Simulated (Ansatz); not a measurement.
Al$_{4}$C$_{3}$:
```
Al4C3
1.0
    1.66857     0.96335     8.31584
   -1.66857     0.96335     8.31584
    0.00000    -1.92670     8.31584
Al C
4 3
Direct
  0.86987   0.86987   0.86987
  0.13013   0.13013   0.13013
  0.70652   0.70652   0.70652
  0.29348   0.29348   0.29348
  0.78325   0.78325   0.78325
  0.21675   0.21675   0.21675
  0.00000   0.00000   0.00000
```

Relaxed with r²SCAN. r²SCAN (plane waves, PAW; program Ansatz) gives a gap of 1.71 eV.

What gap does HSE06 give on the same cell (Ansatz, PAW)?

2.16 eV, 0.45 eV more. The hybrid was solved on a coarser mesh and at special points; its gap is the smallest among all of these.

```csv
k,v1 r²SCAN,c1 r²SCAN,v1 HSE06,c1 HSE06
Γ,0.00,3.51,…,…
T,-0.06,3.75,-0.07,4.38
L,-0.70,1.71,-0.74,2.16
F,-0.89,1.79,…,…
S0,-1.26,2.74,…,…
H0,-1.26,2.74,…,…
```

Top valence (v1) and lowest conduction level (c1) in eV from each method's valence maximum (which need not be a listed point): supply the withheld HSE06 values.


- H0, v1 HSE06: -1.28
- H0, c1 HSE06: 3.17
- F, v1 HSE06: -0.95
- F, c1 HSE06: 2.26
- S0, v1 HSE06: -1.29
- S0, c1 HSE06: 3.17
- Γ, v1 HSE06: 0.00
- Γ, c1 HSE06: 4.13

Cost on shared cores: the r²SCAN run (SCF on a 10×10×10 mesh, then bands and DOS) around 2.0 core-minutes (rough), the HSE06 run (SCF on 6×6×6, then a few points) very roughly 9 core-minutes; the tasks are unlike.

Space group R-3m. The first step of the workflow began from a Materials Project structure, measured or hypothetical; the Crystallography Open Database files this formula in space group No. 166, but the cells were not matched. Its standing as an ambient phase is unchecked. Symmetry was held in the r²SCAN relaxation; its stability against distortions is not shown here.

Potentials: the later of the program's two PAW sets.
